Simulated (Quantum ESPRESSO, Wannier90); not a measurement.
**Wannierisation of Ta$_{2}$O$_{5}$ (P2/m)**

```yaml
crystal:
  lattice:
    - [3.84141, 0.00000, 0.00000]
    - [0.00000, 3.86272, 0.00000]
    - [-1.81894, 0.00000, 6.52896]
  atoms:
    - { symbol: Ta, position: [0.64953, 0.00000, 0.79131] }
    - { symbol: Ta, position: [0.35047, 0.00000, 0.20869] }
    - { symbol: O, position: [0.66212, 0.50000, 0.79833] }
    - { symbol: O, position: [0.33788, 0.50000, 0.20167] }
    - { symbol: O, position: [0.18976, 0.00000, 0.87062] }
    - { symbol: O, position: [0.81024, 0.00000, 0.12938] }
    - { symbol: O, position: [0.50000, 0.00000, 0.50000] }
```

Cell from Materials Project (mp-1238961), symmetrised, no further relaxation. Not found in the COD (Crystallography Open Database) copy used, which has the formula in other groups; not checked further. Method: LDA plane waves in Quantum ESPRESSO 7.5 (PseudoDojo norm-conserving files, 68 Ry, no spin polarisation, no spin-orbit coupling), Bloch states on a 4×4×4 mesh through Γ, Wannier90 4.0.1. Density: 8×8×6 mesh, cold smearing 0.01 Ry. Spin-orbit coupling is left out although heavy elements are present.

Functional, cutoff and mesh named above are those of the base row (4×4×4); the first column says what each row takes instead. Model: 20 functions from bands 9-28, start SCDM (isolated) (the valence bands). Energies are relative to the valence-band maximum; the misfit is to pw.x on a path, for all bands of the set. Only the mesh of Bloch states changes. Ω_total can sit in another minimum from row to row; Ω_I of an isolated set cannot. A star marks runs that hit the step limit.

| mesh | Ω_I (Å²) | Ω_total (Å²) | rms misfit (meV) | k-points (cost) | rough cost of nscf and overlaps (first row = 1) |
|---|---|---|---|---|---|
| 2×2×2 | 13.20 | 15.46 | 62 | 8 | 1.0 |
| 3×3×3 | 14.86 | 17.23* | 66 | 27 | 3 |
| 4×4×4 | … | 18.09* | 7.1 | 64 | 5 |
| 5×5×5 | 16.13 | 18.57* | 8.9 | 125 | 10 |

Question: Fill in the missing entries.

Answer: 
- 4×4×4, Ω_I (Å²): 15.67
